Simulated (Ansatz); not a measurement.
BeH2O2 — O-17 NMR of the central transition

Cell: an entry of the Crystallography Open Database (COD) whose atoms were relaxed with r2SCAN, the cell held.

Space group P2_12_12_1 (No. 19); a = 4.5336, b = 4.6255, c = 7.0384 Å.

```
site  Wyckoff  site symmetry       x       y       z
  Be       4a              1  0.0365  0.7002  0.6261
  H5       4a              1  0.2727  0.0932  0.5687
  H9       4a              1  0.3531  0.4245  0.7819
 O13       4a              1  0.1824  0.1103  0.0495
 O17       4a              1  0.1557  0.4080  0.7287
```

One atom of each set is listed.

The numbers come from a DFT calculation in Ansatz (r2SCAN, plane waves and PAW, scalar-relativistic, 500 eV cutoff, Γ-centred 5×5×3 k-points, Fermi–Dirac smearing 0.02 eV).

O-17 has I = 5/2 and Q = -25.58 mb (Pyykkö 2018); at 28.2 T its Larmor frequency is ν₀ = 162.8 MHz. Only the quadrupole interaction is simulated: positions count from each site's isotropic chemical shift, and J coupling is left out, as are shift anisotropy and dipolar coupling, which fast spinning averages.

Question: Give C_Q, η, the quadrupolar product P_Q = |C_Q|(1 + η²/3)^½, the second-order isotropic shift and the breadth of the pattern (fast magic-angle spinning) for each O site.

Answer: 

```tsv
site	first shell	C_Q (MHz)	η	P_Q (MHz)	δ_QIS (ppm)	breadth (kHz)
O13	1 H at 0.97 Å, 2 Be at 1.64 Å; also 1 H at 1.91 Å	-6.78	0.48	7.03	-11.2	4.23
O17	1 H at 0.97 Å, 2 Be at 1.62–1.65 Å; also 1 H at 1.92 Å	-6.71	0.46	6.94	-10.9	4.12
```

δ_QIS = −(ν_Q²/30ν₀²)[I(I+1) − 3/4](1 + η²/3) × 10⁶ ppm with ν_Q = 3|C_Q|/[2I(2I−1)]; it falls as 1/B₀² in ppm, and the breadth as 1/B₀ in kHz.

At O13 and O17 V_zz points along its shortest bond, to H (within 4°) in each case.
